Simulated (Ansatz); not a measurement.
Suppose Zn₃GeN takes space group P6/mmm (No. 191), with Zn on 3g; Ge on 1b; N on 1a.

Computed with DFT PBE, scalar-relativistic, plane waves, PAW (Ansatz 0.2.0). Cutoff 420 eV, Γ-centred mesh, Gaussian smearing, no spin polarisation.

Energies over the elements count from the elements' standard structures at the same level (N₂ as a molecule), with no fitted energy shifts.

Problem. Predict the relaxed structure.

Solution.

Space group P6/mmm (No. 191). a = 5.262 Å, b = 5.262 Å, c = 3.803 Å, α = 90.00°, β = 90.00°, γ = 120.00°
```csv
atom,site,symmetry,x,y,z
Zn,3g,mmm,0.5000,0.0000,0.5000
Ge,1b,6/mmm,0.0000,0.0000,0.5000
N,1a,6/mmm,0.0000,0.0000,0.0000
```

Zn is surrounded by 4 Zn at 2.63 Å and 2 Ge at 2.63 Å; Ge is surrounded by 2 N at 1.90 Å and 6 Zn at 2.63 Å; around N lie 2 Ge at 1.90 Å. Another local minimum with the same sites may exist.

Problem. And its energy and gap?

Solution. The energy over the elements is +0.66 eV/atom and the gap on the 12×12×10 mesh of the 5-atom cell is 0 eV (a metal). The separate elements lie lower, so it is unstable against them.

The last run used Gaussian smearing of 0.10 eV. A structure relaxed within its symmetry needn't be a true minimum. Another cell of Zn3GeN relaxed alike, in P4mm, lies 0.46 eV/atom lower, so this cell isn't the stable form at this level.
